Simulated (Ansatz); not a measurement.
Ansatz input

```yaml
crystal:
  lattice:
    - [2.8013932901, 0.0, 0.0]
    - [0.0, 2.8013932901, 0.0]
    - [0.0, 0.0, 2.8013932901]
  atoms:
    - { symbol: Li, position: [0.0, 0.0, 0.0] }
hamiltonian:
  xc: r2scan
  pseudopotentials:
    kind: paw
    azcp:
      Li: "pseudopotentials/Li.paw.azcp"
basis:
  ecutwfc: 500
  fft_grid_basis: typed
kpoints:
  mp_grid: { grid: [13, 13, 13], shift: [0, 0, 0] }
magnetization:
  spin_polarized: false
scf:
  occupations: { method: fermi_dirac, width: 0.1 }
  lower_state_search: "off"
output:
  stress: true
```

Output

```
Engine: ansatz 0.2.0, x86_64-unknown-linux-gnu
Pseudopotentials: kind: paw
Pseudopotential: Li, paw, valence charge 3, recommended cutoff 500 eV (meta_gga) 
Functional definition: r2SCAN
  parameter k0 = 0.174
  parameter k1 = 0.065
  parameter a1 = 4.9479
  exchange = r2scan_x(k0 = k0, k1 = k1, a1 = a1)
  correlation = r2scan_c
Crystal: 1 atoms, lattice volume = 21.985 Å³
Basis set: ecut = 500 eV, 587 PW (Γ), exchange–correlation on 96×96×96 points (64 copies of the dense FFT grid, shifted against one another)
Bands: 6, of which v1, the nominal top of the filled ones, is band 2 counted from 1 (1 counted from 0)
Symmetry: 48 space group operations
Space group: Pm-3m (ITA 221), of the structure as read, at distance tolerance 2.8e-5 Å
k-points: 84 of 2197
Non-local potential: Li, projectors of the file, l = 0: 3, l = 1: 2, l = 2: 1
PAW form: soft (Blöchl's): semilocal exchange-correlation on the pseudo side does not see the compensation charge
PAW one-centre angular grid: Li, 302 points (default); XC on 327 of its mesh's 2665 points in the sphere
Initial density: superposition of atomic densities (neutral atoms: chi_scale 0, normalization atom), corrected by the library's trained network
Initial wavefunctions: pseudopotential atomic-orbital guess
Functional: x = r2scan, c = r2scan; τ floored in thin density (d = 2e-4 eV/Å³)
SCF iter   1: F=-205.018843 eV  HF=-205.019584 eV  |F-HF|=7.41e-4  |Δ(HF+E_count)|=         —  Δρ=2.26e-3  dr2=7.77e-4  dr2_τ=2.88e-4  ethr=1.77e-3  ⟨swp⟩=4.8  Hψ=4130  notcnv=0
SCF iter   2: F=-205.019184 eV  HF=-205.019117 eV  |F-HF|=6.72e-5  |Δ(HF+E_count)|=   4.67e-4  Δρ=1.09e-3  dr2=2.07e-4  dr2_τ=7.65e-6  ethr=2.59e-5  ⟨swp⟩=2.0  Hψ=1669  notcnv=0  defer=11
SCF iter   3: F=-205.019195 eV  HF=-205.019195 eV  |F-HF|=2.75e-7  |Δ(HF+E_count)|=   7.88e-5  Δρ=6.03e-5  dr2=9.85e-7  dr2_τ=1.65e-7  ethr=6.90e-6  ⟨swp⟩=2.0  Hψ=624  notcnv=0  defer=11
iter 4 did not close the SCF: its close was put off for the readings that it lacked (scf_convergence_deferred on its scf_iter line)
SCF iter   4: F=-205.019196 eV  HF=-205.019196 eV  |F-HF|=8.61e-8  |Δ(HF+E_count)|=   2.48e-7  Δρ=1.00e-5  dr2=2.32e-8  dr2_τ=1.04e-9  ethr=3.28e-8  ⟨swp⟩=2.0  Hψ=629  notcnv=0  defer=11
iter 5 did not close the SCF: its close was put off for the readings that it lacked (scf_convergence_deferred on its scf_iter line)
SCF iter   5: F=-205.019196 eV  HF=-205.019196 eV  |F-HF|=7.81e-11  |Δ(HF+E_count)|=   7.96e-8  Δρ=2.24e-6  dr2=4.65e-10  dr2_τ=1.03e-10  ethr=7.72e-10  ⟨swp⟩=2.6  Hψ=635  notcnv=0  defer=11
SCF iter   6: F=-205.019196 eV  HF=-205.019196 eV  |F-HF|=7.67e-13  |Δ(HF+E_count)|=  1.12e-10  Δρ=1.49e-7  dr2=2.50e-12  dr2_τ=4.26e-13  ethr=1.55e-11  ⟨swp⟩=1.0  Hψ=1374  notcnv=0
SCF 1 converged in 6 iterations: F = -205.019196 eV  dr2 = 2.50e-12
SCF converged after 6 iterations
Free energy (F): -205.019196 eV
Harris-Foulkes:  -205.019196 eV  (|F-HF|=7.67e-13)
Internal energy: -205.008549 eV  (E = F + TS)
E sigma→0 (E₀):  -205.013872 eV
Entropy (-TS):   -0.010647 eV (-10.647 meV/atom)
Fermi energy:    0.796507 eV
--- Per-component energies (eV) ---
  E_band       = -95.999807
  E_kinetic    = 20.981286
  E_local      = -136.309442  (includes V_loc(G=0)·N_el)
  E_nonlocal   = -33.343937
  E_hartree    = 40.630738
  E_xc         = -9.522261
  E_vxc        = -13.562831  (∫ρ·V_xc dr)
  E_paw        = -21.815937  (= ΣΔE_a)
  E_vpaw       = -15.847544  (= ΣTr[D̂ρ^β])
  E_aug_tail   = -0.000098  (compensation charges beyond the density's cutoff)
  E_vtau       = 0.821301  (kinetic-family band-sum trace: ∫τ·v_τ [+ j·A + Jᵃ·Aᵃ] dr)
  E_ewald      = -65.628896
  E_smearing   = -0.010647  (= −TS)
  E_closure    = 0.000000  (closes the sum)
  Σ components = -205.019196   (vs F -205.019196, Δ=0.00e0)
--- Stress (GPa, compression-positive) ---
       -0.431429      -0.000000       0.000000
       -0.000000      -0.431429       0.000000
        0.000000       0.000000      -0.431429
  P = ⅓ Tr σ = -0.4314 GPa (-4.314 kbar)
```

Launched by

```sh
ansatz run input.yaml --threads 1 --pin off --max-ram 3584MiB --backend cpu --events-out ev --progress --plain --runs-dir out
```

On 1 thread of Intel(R) Xeon(R) Platinum 8259CL CPU @ 2.50GHz (Skylake/Cascade Lake) (shared host) this took about 3.5 s of wall time and 3.4 s of CPU time.
